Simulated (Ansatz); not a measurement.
Relaxed Sn (diamond):

```xyz
2
Lattice="0.0000 3.3277 3.3277 3.3277 0.0000 3.3277 3.3277 3.3277 0.0000" Properties=species:S:1:pos:R:3 pbc="T T T"
Sn     1.6638     1.6638     1.6638
Sn     0.0000     0.0000     0.0000
```

In this cell atom 1 (Sn, nearest neighbour Sn at 2.882 Å; its periodic images, 4.7 Å or more away, move with it) is moved by s towards the nearest neighbour, unit vector (-0.577, -0.577, -0.577); all other atoms and the cell stay fixed.

All values below come from PBE (plane waves to 420 eV, PAW, scalar-relativistic; Ansatz, a first-principles code). k mesh 10×10×10 (Γ-centred), Fermi-Dirac smearing 0.05 eV. The energy includes the smearing's −TS. With partly filled bands, energies and forces of such displacements shift with the k mesh and the smearing. Sn was relaxed with its symmetry unable to fall. The relaxed volume of Sn is well above the measured one; the method has no dispersion term. The zero of ΔE is the undisplaced structure. The last digit holds for this mesh only.

| s (Å) | ΔE (meV/cell) |
|---|---|
| -0.580 | 627.5 |
| -0.464 | 459.3 |
| -0.348 | 290.8 |
| -0.232 | 142.7 |
| -0.116 | 38.2 |
| 0.000 | 0.0 |
| 0.116 | 48.0 |
| 0.232 | withheld |
| 0.348 | 549.7 |
| 0.464 | 1089.3 |
| 0.580 | 1902.0 |

Question: Fit a polynomial form (powers 2, 3, 4) to the given rows and predict ΔE at s = 0.232.

Answer: Least squares on the 10 given rows: ΔE = (3307)·s² + (3236)·s³ + (1344)·s⁴, in meV/cell with s in Å; root-mean-square residual 5.55 meV/cell. At 0.232 the fit gives 222.3 meV/cell; the calculation gives 218.3 meV/cell, so the interpolation is off by 4.0 (+1.8 %). The quadratic term alone would give 178.0 meV/cell.

(For displaced atoms, the force is minus the slope of the energy, and its curvature is a force constant, which sets phonon frequencies.)
